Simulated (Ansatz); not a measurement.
Consider the following.

Relaxed TiAl₃ (D022 type, space group I4/mmm):

```
TiAl3
1.0
   -1.91209     1.91209     4.28030
    1.91209    -1.91209     4.28030
    1.91209     1.91209    -4.28030
Al Ti
3 1
Direct
  0.50000   0.50000   0.00000
  0.75000   0.25000   0.50000
  0.25000   0.75000   0.50000
  0.00000   0.00000   0.00000
```

Scan: atom 1 (Al, nearest neighbour Ti at 2.704 Å; its periodic images, 3.8 Å or more away, move with it) is displaced along Cartesian [111], direction (0.577, 0.577, 0.577) in Cartesian axes, by s. The other atoms stay.

The numbers are results of r2SCAN (plane waves to 500 eV, PAW, scalar-relativistic; Ansatz, a quantum-chemistry and plane-wave program), not measurements. k mesh 14×14×14 (Γ-centred), Fermi-Dirac smearing 0.05 eV. The energy includes the smearing's −TS. With partly filled bands, energies and forces of such displacements shift with the k mesh and the smearing. TiAl3 is run without spin polarisation. TiAl3 was relaxed with its symmetry unable to fall. The zero of ΔE is the undisplaced structure.

The scan covers s from -0.540 to 0.540 Å in 11 points.

Task: Is the energy the same for equal positive and negative displacements?

Result: Even: the same for both signs. With its periodic images moving along, the atom's site symmetry in this cell is 4/mmm.

Task: What force acts on the atom along the line at s = -0.540 Å?

Result: 5.09 eV/Å.

Task: What is the force constant k = d²E/ds² of this move at s = 0?

Result: 7.49 eV/Å².

(For displaced atoms, the force is minus the slope of the energy, and its curvature is a force constant, which sets phonon frequencies.)
